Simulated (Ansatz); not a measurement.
This is a field-response calculation (clamped ions) with Ansatz 0.2.0 on Sn3PbO4 on the sites of the litharge structure (relaxed group Pmm2); the level of theory is r2SCAN. The geometry is the r2SCAN+rVV10 minimum.

input.yaml:
```yaml
crystal:
  lattice:
    - [3.8419972925, 0.0, 0.0]
    - [0.0, 7.6471459501, 0.0]
    - [0.0, 0.0, 4.8584862354]
  atoms:
    - { symbol: Sn, position: [0.5, 0.7509439648, 0.7692607374] }
    - { symbol: Sn, position: [0.0, 0.0, 0.2300520879] }
    - { symbol: O, position: [0.5, 0.0, -0.0028768102] }
    - { symbol: O, position: [0.0, 0.7594007384, -0.0091937126] }
    - { symbol: Sn, position: [0.5, 0.2490560352, 0.7692607374] }
    - { symbol: Pb, position: [0.0, 0.5, 0.2627938577] }
    - { symbol: O, position: [0.5, 0.5, -0.0101031852] }
    - { symbol: O, position: [0.0, 0.2405992616, -0.0091937126] }
kpoints:
  mp_grid: { grid: [6, 4, 4] }
hamiltonian:
  xc: r2scan
scf:
  occupations: { method: fixed }
dielectric: {}
```

Wall time 3.7 min on 1 × NVIDIA H100 80GB HBM3 with 2 threads of AMD EPYC 7R13 Processor (Zen 3) (shared host), load about 2.3 per core; peak host memory 3.5 GiB.

The log, with set-up remarks and timings taken out:
```
Pseudopotential: Sn, paw, valence charge 14, recommended cutoff 500 eV (meta_gga)
Pseudopotential: O, paw, valence charge 6, recommended cutoff 500 eV (meta_gga)
Pseudopotential: Pb, paw, valence charge 14, recommended cutoff 500 eV (meta_gga)
Functional definition: r2SCAN
Crystal: 8 atoms, lattice volume = 142.744 Å³
Basis set: ecut = 500 eV, 3613 PW (Γ)
Bands: 48, of which v1, the nominal top of the filled ones, is band 40 counted from 1 (39 counted from 0)
Symmetry: 4 space group operations
k-points: 52 of 96 (irreducible under 1 space group operation, time reversal used)
preconditioner: auto → Resta (q_TF=auto, 2.477 Å⁻¹)  ε∞=3.3  [insulator: Δε(μ)=0.418 eV  ℏωp=27.8 eV]
Free energy (F): -32311.461272 eV
Fermi energy:    9.811095 eV
--- Dielectric response (ions clamped): 3 representative field directions + reference, inside a basis on a mesh of 96 k-points ---
  ε∞ (high-frequency dielectric tensor):
        7.358154     0.000000     0.000000
        0.000000     7.333608     0.000000
        0.000000     0.000000     6.350127
  Born effective charges Z* (e; rows j = field, columns β = displacement):
    site 0:
         3.07453    0.00000    0.00000
         0.00000    3.08053   -0.21047
         0.00000   -0.33528    2.72995
    site 1:
         2.94716    0.00000    0.00000
         0.00000    2.90248    0.00000
         0.00000    0.00000    2.84102
    site 2:
        -3.11632    0.00000    0.00000
         0.00000   -3.11661    0.00000
         0.00000    0.00000   -2.71457
    site 3:
        -3.20721    0.00000    0.00000
         0.00000   -3.02508   -0.18502
         0.00000    0.00667   -2.83530
    site 4:
         3.07453    0.00000    0.00000
         0.00000    3.08053    0.21047
         0.00000    0.33528    2.72995
    site 5:
         3.45641    0.00000    0.00000
         0.00000    3.38746    0.00000
         0.00000    0.00000    3.06250
    site 6:
        -3.02190    0.00000    0.00000
         0.00000   -3.28422    0.00000
         0.00000    0.00000   -2.97826
    site 7:
        -3.20721    0.00000    0.00000
         0.00000   -3.02508    0.18502
         0.00000   -0.00667   -2.83530
  ε∞ is read to err by 3.6e-2, Z* by 2.5e-2 e
```

The electronic dielectric tensor ε∞ is 7.36, 7.33 and 6.35 along x, y and z. Born charges, averaged over directions: Sn +2.90 to +2.96, O -3.09 to -2.98, Pb +3.30 e. The program notes that the ground state's band table doesn't vouch for all the bands that the response reads.

Values at 0 K without nuclear motion; spin polarisation is off, and the phase may be a hypothetical one.
